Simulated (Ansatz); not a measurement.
TaCuN2, DFT, PBEsol, PAW with Ansatz's default frozen-core files, scalar-relativistic (Ansatz 0.2.0), run on 1 thread of Arm Neoverse V2 on a shared host.

The geometry is COD entry 4030363, unchecked; take it as a test cell.

Command: `ansatz run input.yaml --threads 1 --pin off --max-ram 4096MiB --backend cpu --events-out ev --progress --plain --runs-dir out`

```yaml
crystal:
  lattice:
    - [1.5680009383, 0.9052857638, 5.81267]
    - [-1.5680009383, 0.9052857638, 5.81267]
    - [0.0, -1.8105715276, 5.81267]
  atoms:
    - { symbol: Ta, position: [0.5, 0.5, 0.5] }
    - { symbol: Cu, position: [0.0, 0.0, 0.0] }
    - { symbol: "N", position: [0.119, 0.119, 0.119] }
    - { symbol: "N", position: [0.881, 0.881, 0.881] }
kpoints:
  mp_grid: { grid: [12, 12, 12] }
  band_path:
    path:
      - [0.0, 0.0, 0.0]
      - [0.5, 0.5, 0.5]
      - [0.8171626346, 0.1828373654, 0.5]
      - [0.5, -0.1828373654, 0.1828373654]
      - [0.5, 0.0, 0.0]
      - [0.0, 0.0, 0.0]
      - [0.3414186827, -0.3414186827, 0.0]
      - [0.6585813173, 0.0, 0.3414186827]
      - [0.5, 0.0, 0.5]
    npoints: 14
scf:
  occupations: { method: fermi_dirac, width: 0.05 }
hamiltonian:
  xc: pbesol
  pseudopotentials: { kind: paw }
output:
  forces: true
  stress: true
  eigenvalues: true
  efg: { contact_densities: true }
  populations: true
  bader: true
  dos: { projected: true, de: 0.2, e_range: [-14, 8] }
  write_density: true
  write_potential: true
  elf: true
  volumetric_format: npy
```

(1) How large is the problem that the program sets up?

(2) About how long does it take, and how much memory does it use?

(3) And the same cell and mesh by LAPW (all electrons), asked for forces, stress, eigenvalues, populations, dos and the same band path, on the same hardware?

(4) And the same cell and mesh by all-electron PAW (datasets made for this crystal), asked for forces, stress, eigenvalues, efg and the same band path, on the same hardware?

## Answers

(1) 189 irreducible k-points, 973 plane waves at Γ, 26 bands.

(2) 54 s of wall time for 6 SCF iterations, with a peak of 0.54 GiB. Times on shared machines scatter by tens of per cent.

(3) 4.8 min, peak memory 1.9 GiB.

(4) 2.6 min, peak memory 2.1 GiB.
